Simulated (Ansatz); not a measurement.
Relaxed-ion elastic tensor of ZnAg (CsCl type, Pm-3m) in GPa (Voigt order), LDA (plane waves, PAW; program Ansatz); density 9.87 g/cm³, 14.57 Å³ per atom.

```
 141   127   127   0.0   0.0   0.0
 127   141   127   0.0   0.0   0.0
 127   127   141   0.0   0.0   0.0
 0.0   0.0   0.0  72.0   0.0   0.0
 0.0   0.0   0.0   0.0  72.0   0.0
 0.0   0.0   0.0   0.0   0.0  72.0
```

**Question.** Is the crystal mechanically stable?

**Answer.** Yes: the smallest eigenvalue of C is 13.7 GPa.

**Question.** Work out the Voigt and Reuss bounds. Is their mean of use?

**Answer.** K_V = 132, K_R = 132; G_V = 45.9, G_R = 14.9 GPa. The bounds lie so far apart that a Hill average or a Debye temperature from it would say little.

The first step of the workflow began from a Materials Project structure, measured or hypothetical; the Crystallography Open Database files this formula in space group No. 221, but the cells were not matched. Whether it is the stable phase at ambient conditions was not checked. The LDA relaxation kept the symmetry of its start; of distortions, only those at the zone centre were tested. The run is not spin-polarised. As this level gives no gap, shear constants depend on the k-mesh and smearing (Fermi–Dirac, 0.1 eV here).

Potentials: the later of the program's two PAW sets.
